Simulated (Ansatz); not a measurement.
TaAg:
```
TaAg
1.0
    4.70894     0.00000     0.00000
    0.00000     2.75069     0.00000
    0.00000     0.00000     5.22005
Ag Ta
2 2
Cartesian
  1.17724   0.00000   4.45062
  3.53171   0.00000   0.76943
  1.17724   1.37534   1.81950
  3.53171   1.37534   3.40055
```

Relaxed with PBEsol. Special points in fractions of this cell's reciprocal vectors: Γ (0.000, 0.000, 0.000); X (0.500, 0.000, 0.000); S (0.500, 0.500, 0.000); Y (0.000, 0.500, 0.000); Z (0.000, 0.000, 0.500); U (0.500, 0.000, 0.500); R (0.500, 0.500, 0.500); T (0.000, 0.500, 0.500).

List the band energies nearest the Fermi level at these points for DFT-PBEsol in the program Ansatz with PAW potentials.

In eV from the Fermi level; about four levels below and three above (degenerate sets whole), none deeper than 8.9 eV; points with the same levels are listed once.

| k | below | above |
|---|---|---|
| Γ | -1.83 -1.50 -1.23 -0.02 | 1.90 3.06 3.18 |
| X | -1.87 -1.87 -1.03 -1.03 | 0.08 0.08 3.04 3.04 |
| S | -0.99 -0.99 -0.22 -0.22 | 3.58 3.58 4.15 4.15 |
| Y | -2.88 -2.17 -1.15 -1.12 | 0.06 0.19 0.95 |
| Z | -2.09 -1.86 -1.49 -1.10 | 1.27 3.12 3.40 |
| U | -1.58 -1.58 -0.14 -0.14 | 2.87 2.87 3.44 3.44 |
| R | -0.26 -0.26 -0.17 -0.17 | 0.81 0.81 2.48 2.48 |
| T | -1.21 -1.12 -1.02 -0.46 | 0.26 1.79 2.08 |

Space group Pmma. The start of the workflow was typed in or built on a structure type; neither database checked (COD, Materials Project) lists it. Its standing as an ambient phase is unchecked. The cell was relaxed with PBEsol under the symmetry of its start; phonons show weakly imaginary modes. No spin polarisation was allowed. Its formation energy is positive at this level, so the cell may be metastable or incomplete. Spin–orbit coupling is left out wherever it is not named.

Potentials: the earlier of the program's two PAW sets. The files were generated under PBE; for other functionals the program regenerates the frozen cores, and for LDA and PBEsol the local potential too.
